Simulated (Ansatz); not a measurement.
Here is the system:

TaSe2:
```
TaSe2
1.0
    3.41669     0.00000     0.00000
   -1.70835     2.95894     0.00000
    0.00000     0.00000    13.01773
Ta Se
2 4
Direct
  0.33333   0.66667   0.25000
  0.66667   0.33333   0.75000
  0.33333   0.66667   0.87829
  0.66667   0.33333   0.12171
  0.66667   0.33333   0.37829
  0.33333   0.66667   0.62171
```

This is the PBEsol-relaxed structure. x, y and z are the axes in which the lattice vectors are written.

All from DFT-PBEsol in the program Ansatz with PAW potentials, unless another level is named. Estimate the Poisson's ratio.

0.26.

Predict the elastic constants (relaxed ions, GPa).

C11 = 157, C12 = 49.7, C13 = 3.8, C33 = 31.8, C44 = 6.1.

Space group P6_3/mmc. The first step of the workflow began from a Materials Project structure, measured or hypothetical; the Crystallography Open Database files this formula in space group No. 194, but the cells were not matched. Its standing as an ambient phase is unchecked. Symmetry was held in the PBEsol relaxation; whether a distortion lowers the energy is not shown. The workflow began spin-polarised and lost its moments. A crystal of weakly bound layers computed without a dispersion correction: the cell and the soft elastic constants depend strongly on that. As this level gives no gap, shear constants depend on the k-mesh and smearing (Fermi–Dirac, 0.1 eV here). Spin–orbit coupling is left out wherever it is not named.

Potentials: the later of the program's two PAW sets.
